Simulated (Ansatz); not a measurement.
Values for one crystal, relaxed and computed with the program Ansatz at the LDA level (PAW); other levels are named.

Volume per atom: 16.76 Å³
Electronic character: metallic (no gap)
Bulk modulus (Birch–Murnaghan fit): 95.2 GPa
Density of states at the Fermi level: 0.32 states/eV per atom (mean over ±0.08 eV)
Formation energy from the elements (no fitted shifts): -0.35 eV/atom
Pressure derivative B′: 4.8

Q: Which of these materials gives this?
(A) PtSe2, CdI2 type
(B) TaC, rock salt
(C) YP5, P2_1/m (Y on 2e, P on 2e, P on 4f, P on 4f)
(D) BaCu4As2, R-3m (Cu on 6c, Cu on 6c, Ba on 3a, As on 6c)

A: D, BaCu4As2, R-3m (Cu on 6c, Cu on 6c, Ba on 3a, As on 6c)

The workflow started from an entry of the Crystallography Open Database (COD). Its standing as an ambient phase is unchecked. The LDA relaxation kept the symmetry of its start; whether a distortion lowers the energy is not shown. No spin polarisation was allowed. The references are the lowest solids computed at this level, not always the standard phases. Scalar-relativistic: spin–orbit coupling is off unless named, which matters more the heavier the elements.

Potentials: the later of the program's two PAW sets.
